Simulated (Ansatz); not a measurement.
MoS2:
```xyz
3
Lattice="1.5881 0.9169 6.2238 -1.5881 0.9169 6.2238 0.0000 -1.8338 6.2238" Properties=species:S:1:pos:R:3 pbc="T T T"
Mo     0.0000     0.0000    18.6671
S      0.0000     0.0000     7.7721
S      0.0000     0.0000     4.6677
```

Relaxed with r²SCAN+D4. Special points in fractions of this cell's reciprocal vectors: Γ (0.000, 0.000, 0.000); T (0.500, 0.500, 0.500); H2 (0.819, 0.181, 0.500); H0 (0.500, -0.181, 0.181); L (0.500, 0.000, 0.000); S0 (0.341, -0.341, 0.000); S2 (0.659, 0.000, 0.341); F (0.500, 0.000, 0.500).

List the band energies nearest the valence-band maximum at these points for plane-wave PAW r²SCAN+D4 with spin–orbit coupling (Ansatz code).

In eV from the valence-band maximum; about four levels below and three above (degenerate sets whole), none deeper than 8.9 eV; points with the same levels are listed once.

```tsv
k	below	above
Γ	-1.39 -1.39 -1.13 -1.13	2.14 2.14 2.22 2.22
T	-2.33 -2.33 0.00 0.00	2.22 2.22 2.29 2.29
H2	-2.95 -2.93 -0.85 -0.70	1.06 1.07 2.45
L	-1.77 -1.77 -1.47 -1.47	1.68 1.68 2.12 2.12
S0	-3.00 -2.98 -0.83 -0.68	1.03 1.04 2.45
F	-1.93 -1.93 -1.31 -1.31	1.64 1.64 2.24 2.24
```

Space group R3m. The r²SCAN+D4 relaxation kept the symmetry of its start. The run is not spin-polarised.

Potentials: the earlier of the program's two PAW sets.
